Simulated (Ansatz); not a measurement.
Input file for Ansatz (a program for electronic structure):

Ansatz 0.2 input:
```yaml
crystal:
  lattice:
    - [4.0099508046, 2.3151461765, 3.2749839437]
    - [-4.0099508046, 2.3151461765, 3.2749839437]
    - [0.0, -4.630292353, 3.2749839437]
  atoms:
    - { symbol: Cs, position: [0.5, 0.5, 0.5] }
    - { symbol: Pb, position: [0.0, 0.0, 0.0] }
    - { symbol: Cl, position: [0.5, 0.9999351107, 0.0000648893] }
    - { symbol: Cl, position: [0.0000648893, 0.5, 0.9999351107] }
    - { symbol: Cl, position: [0.9999351107, 0.0000648893, 0.5] }
kpoints:
  mp_grid: { grid: [5, 5, 5] }
basis: { xc_grid: 4 }
hamiltonian:
  xc: r2scan
  pseudopotentials: { kind: paw }
scf:
  occupations: { method: fixed }
phonons:
  method: dfpt
  response_accuracy: low
  eigenvectors: true
  rigid_motions: translations
  dielectric: true
```

Output (shortened):

```
Pseudopotential: Cs, paw, valence charge 9
Pseudopotential: Pb, paw, valence charge 14
Pseudopotential: Cl, paw, valence charge 7
Functional definition: r2SCAN
Crystal: 5 atoms, lattice volume = 182.422 Å³
Basis set: ecut = 500 eV, 4625 PW (Γ), exchange–correlation on 180×180×180 points (64 copies of the dense FFT grid, shifted against one another)
Bands: 27, of which v1, the nominal top of the filled ones, is band 22 counted from 1 (21 counted from 0)
Symmetry: 6 space group operations
k-points: 63 of 125 (irreducible under 1 space group operation, time reversal used)
SCF iter   1: F=—  HF=-20866.150837 eV  |F-HF|=—  |Δ(HF+E_count)|=         —  Δρ=4.46e-3  dr2=2.39e-2  dr2_τ=5.55e-3  ethr=1.77e-3  ⟨swp⟩=5.1  Hψ=7173  notcnv=0  defer=135
preconditioner: auto → Resta (q_TF=auto, 2.153 Å⁻¹)
SCF iter   2: F=—  HF=-20866.173789 eV  |F-HF|=—  |Δ(HF+E_count)|=   2.30e-2  Δρ=1.98e-3  dr2=5.09e-3  dr2_τ=2.32e-4  ethr=5.43e-5  ⟨swp⟩=3.0  Hψ=3870  notcnv=0  defer=187
SCF iter   3: F=—  HF=-20866.173086 eV  |F-HF|=—  |Δ(HF+E_count)|=   7.03e-4  Δρ=5.24e-4  dr2=3.61e-4  dr2_τ=5.13e-5  ethr=1.16e-5  ⟨swp⟩=2.3  Hψ=3227  notcnv=0  defer=188
SCF iter   4: F=—  HF=-20866.173107 eV  |F-HF|=—  |Δ(HF+E_count)|=   2.15e-5  Δρ=8.02e-5  dr2=1.24e-5  dr2_τ=1.62e-6  ethr=8.20e-7  ⟨swp⟩=2.0  Hψ=2605  notcnv=0  defer=188
SCF iter   5: F=—  HF=-20866.173111 eV  |F-HF|=—  |Δ(HF+E_count)|=   3.45e-6  Δρ=2.14e-5  dr2=6.52e-7  dr2_τ=5.61e-8  ethr=2.81e-8  ⟨swp⟩=2.1  Hψ=2996  notcnv=0  defer=164
SCF iter   6: F=—  HF=-20866.173066 eV  |F-HF|=—  |Δ(HF+E_count)|=   4.46e-5  Δρ=3.20e-6  dr2=2.67e-8  dr2_τ=1.09e-9  ethr=1.48e-9  ⟨swp⟩=2.0  Hψ=3017  notcnv=0  defer=115
SCF iter   7: F=—  HF=-20866.173066 eV  |F-HF|=—  |Δ(HF+E_count)|=   1.41e-8  Δρ=6.47e-7  dr2=1.92e-9  dr2_τ=6.33e-11  ethr=6.06e-11  ⟨swp⟩=2.0  Hψ=3024  notcnv=0  defer=115
SCF iter   8: F=-20866.173066 eV  HF=-20866.173066 eV  |F-HF|=5.82e-11  |Δ(HF+E_count)|=  5.38e-10  Δρ=1.46e-7  dr2=5.74e-11  dr2_τ=4.64e-12  ethr=1.00e-12  ⟨swp⟩=13.8  Hψ=13812  notcnv=0
SCF 1 converged in 8 iterations: F = -20866.173066 eV  dr2 = 5.74e-11
NSCF: frozen V_eff on 13 k-points
DFPT response loops at Γ: preconditioner auto → none (the input reference at scf.mixing.eps_inf says where Resta's filter doesn't serve); β = 0.50 …
── the response to a field inside a basis, on 8×8×8 k-points: an SCF that follows is theirs, and a resumed run solves both again ──
Crystal: 5 atoms, lattice volume = 182.422 Å³
Bands: 23, of which v1, the nominal top of the filled ones, is band 22 counted from 1 (21 counted from 0)
k-points: 60 of 512 (time reversal used)
SCF iter   1: F=—  HF=-20866.139295 eV  |F-HF|=—  |Δ(HF+E_count)|=         —  Δρ=1.20e-4  dr2=1.26e-5  dr2_τ=3.14e-6  ethr=1.00e-1
preconditioner: auto → Resta (q_TF=auto, 2.153 Å⁻¹)
SCF iter   2: F=—  HF=-20866.139305 eV  |F-HF|=—  |Δ(HF+E_count)|=   1.06e-5  Δρ=6.05e-5  dr2=3.06e-6  dr2_τ=4.49e-7  ethr=2.86e-8
SCF iter   3: F=—  HF=-20866.139309 eV  |F-HF|=—  |Δ(HF+E_count)|=   3.36e-6  Δρ=9.02e-6  dr2=1.90e-7  dr2_τ=1.74e-8  ethr=6.96e-9
SCF iter   4: F=-20866.139309 eV  HF=-20866.139309 eV  |F-HF|=1.70e-9  |Δ(HF+E_count)|=   2.04e-8  Δρ=1.59e-6  dr2=1.11e-8  dr2_τ=3.83e-10  ethr=4.32e-10
SCF 1 converged in 4 iterations: F = -20866.139309 eV  dr2 = 1.11e-8
DFPT response loops at Γ: preconditioner auto → Resta (q_TF=auto, 2.153 Å⁻¹)  ε∞=4.6 (no band partly filled) …
WARN: field response: ε∞ stands inside a basis, on 8×8×8 points …
phonon interpolation: 34 periodic images of 14 blocks of the force constants (a block to an ordered pair of atoms and a translation) lie up to 1.23e-3 Å …
SCF converged after 8 iterations
Free energy (F): -20866.173066 eV
Harris-Foulkes:  -20866.173066 eV  (|F-HF|=5.82e-11)
Internal energy: -20866.173066 eV  (E = F + TS)
E sigma→0 (E₀):  -20866.173066 eV
Fermi energy:    2.833401 eV
--- Per-component energies (eV) ---
  E_band       = -273.742689
  E_kinetic    = 910.031630
  E_local      = -2708.056255  (includes V_loc(G=0)·N_el)
  E_nonlocal   = 465.018994
  E_hartree    = 1025.622882
  E_xc         = -684.588834
  E_vxc        = -689.006930  (∫ρ·V_xc dr)
  E_paw        = -17522.488230  (= ΣΔE_a)
  E_vpaw       = -342.053322  (= ΣTr[D̂ρ^β])
  E_aug_tail   = 0.000126  (compensation charges beyond the density's cutoff)
  E_vtau       = 39.077237  (kinetic-family band-sum trace: ∫τ·v_τ [+ j·A + Jᵃ·Aᵃ] dr)
  E_ewald      = -2352.319539
  E_core_change = 0.606161  (= ΣΔE_core)
  E_smearing   =  0.000000  (= −TS)
  E_closure    =  0.000000  (closes the sum)
  Σ components = -20866.173066   (vs F -20866.173066, Δ=0.00e0)
  [band-id]    e_kinetic+e_local+e_nonlocal+2·e_hartree+e_vxc+e_vpaw+e_augmentation_tail+e_vtau = -273.742757   (vs E_band -273.742689, Δ=-6.89e-5)
--- Band table (eV; the first three rows and the last of 63) ---
  k-point 0: bands = ["-18.4506", "-13.9114", "-13.9114", "-13.6950", "-13.6950", "-13.6949", "-12.2008", "-11.4029", "-11.4029", "-4.8897", "-4.8897", "-4.8896", "-3.1768", "-1.1519", "-1.1513", "-1.1513", "0.8066", "0.8066", "0.8071", "0.9016", "0.9023", …
  k-point 1: bands = ["-18.4499", "-13.9113", "-13.8778", "-13.6954", "-13.6954", "-13.6949", "-12.1561", "-11.5045", "-11.4023", "-4.8855", "-4.8835", "-4.8835", "-3.6234", "-1.1254", "-1.1250", "-0.3949", "0.7709", "0.7748", "0.7750", "0.8674", "0.8679", …
  k-point 2: bands = ["-18.4488", "-13.9112", "-13.8213", "-13.6962", "-13.6961", "-13.6949", "-12.0177", "-11.7376", "-11.4012", "-4.8788", "-4.8735", "-4.8735", "-4.0688", "-1.0809", "-1.0806", "0.2556", "0.7146", "0.7201", "0.7201", "0.8138", "0.8146", …
  k-point 62: bands = ["-18.4477", "-13.8592", "-13.7988", "-13.6966", "-13.6965", "-13.6958", "-11.9671", "-11.7449", "-11.5420", "-4.8984", "-4.8943", "-4.8719", "-4.6824", "-0.5769", "-0.3206", "0.1813", "0.4388", "0.5853", "0.9034", "0.9262", "1.0092", …
--- Phonons (Γ-DFPT): 6 representative perturbations + reference, on 63 of 125 k-points (Σ response iterations 38) ---
  ASR residual: 1.401e-3 → 0.000e0 eV/Å²; symmetrization residual: 4.300e-4 eV/Å²
  ASR residual per site (eV/Å²): 1.40e-3 3.79e-4 9.69e-4 9.69e-4 1.19e-3
  Γ frequencies (cm⁻¹): 0.00 0.00 0.00 13.22 13.35 13.35 35.59 35.65 35.65 56.56 56.56 56.59 124.61 124.61 124.64
  ε∞ (high-frequency dielectric tensor):
        3.543219     0.000000     0.000000
        0.000000     3.543219     0.000000
        0.000000     0.000000     3.543773
  ε⁰ (static dielectric tensor: ions relaxed, cell fixed):
       58.000625     0.000000     0.000000
        0.000000    58.000625     0.000000
        0.000000     0.000000    59.017283
  ε⁰ − ε∞ (ionic part):
       54.457406     0.000000     0.000000
        0.000000    54.457406     0.000000
        0.000000     0.000000    55.473510
  softest optical mode at Γ: 13.22 cm⁻¹; the repairs (sum rule, projections) moved no ω² at Γ by more than (7.74 cm⁻¹)²
  Born effective charges Z* (e; rows j = field, columns β = displacement):
    site 0:
         1.28972    0.00000    0.00000
         0.00000    1.28972    0.00000
         0.00000    0.00000    1.28958
    site 1:
         3.87422    0.00000    0.00000
         0.00000    3.87422    0.00000
         0.00000    0.00000    3.87799
    site 2:
        -2.21771   -0.85978   -1.21651
        -0.85978   -1.22492   -0.70235
        -1.21555   -0.70180   -1.72252
    site 3:
        -2.21771    0.85978    1.21651
         0.85978   -1.22492   -0.70235
         1.21555   -0.70180   -1.72252
    site 4:
        -0.72852    0.00000    0.00000
         0.00000   -2.71411    1.40470
         0.00000    1.40360   -1.72252
  Z* charge neutrality: 9.336e-3 e pre-enforcement
  solved inside a basis spanned on kpoints, on 8×8×8 k-points, its susceptibility summed on 10×10×10: ε∞ is read to err by 1.7e-2, Z* by 3.7e-2 e (field_mesh …
  optical modes at Γ without the LO–TO term, one row a degenerate level:
      ω (cm⁻¹)  modes    IR ((D/Å)²/amu)
         13.22      1             0.6825
         13.35      2             1.3611
         35.59      1             0.0000
         35.65      2             0.0000
         56.56      2             1.0793
         56.59      1             0.5485
        124.61      2            20.7504
        124.64      1            10.3714
  optical modes at Γ + LO–TO along q̂ = [1.0000, 0.0000, 0.0000]:
      ω (cm⁻¹)  modes    IR ((D/Å)²/amu)
         13.22      1             0.6825
         13.35      1             0.6805
         27.10      1             0.0393
         35.59      1             0.0000
         35.65      1             0.0000
         35.65      1             0.0000
         56.56      1             0.5396
         56.59      1             0.5485
         61.18      1             0.0470
        124.61      1            10.3752
        124.64      1            10.3714
        229.54      1            11.5090
  optical modes at Γ + LO–TO along q̂ = [0.0000, 1.0000, 0.0000]:
      ω (cm⁻¹)  modes    IR ((D/Å)²/amu)
         13.22      1             0.6825
         13.35      1             0.6805
         27.10      1             0.0393
         35.59      1             0.0000
         35.65      1             0.0000
         35.65      1             0.0000
         56.56      1             0.5396
         56.59      1             0.5485
         61.18      1             0.0470
        124.61      1            10.3752
        124.64      1            10.3714
        229.54      1            11.5090
  optical modes at Γ + LO–TO along q̂ = [0.0000, 0.0000, 1.0000]:
      ω (cm⁻¹)  modes    IR ((D/Å)²/amu)
         13.35      2             1.3611
         27.05      1             0.0393
         35.59      1             0.0000
         35.65      2             0.0000
         56.56      2             1.0793
         61.28      1             0.0477
        124.61      2            20.7504
        229.57      1            11.5155
```

Cost: roughly 40 core-minutes on shared cores.

Space group Pm-3m (cubic perovskite). This is a known high-temperature phase of the composition, computed here at zero pressure and temperature. The cell was relaxed with r²SCAN under the symmetry of its start; its stability against distortions is not shown here. Point labels and valley counts follow the cell and symmetry of the run, lower than the named group. Scalar-relativistic: spin–orbit coupling is off unless named, which matters more the heavier the elements.

Potentials: the later of the program's two PAW sets.

Ansatz is a plane-wave DFT program.
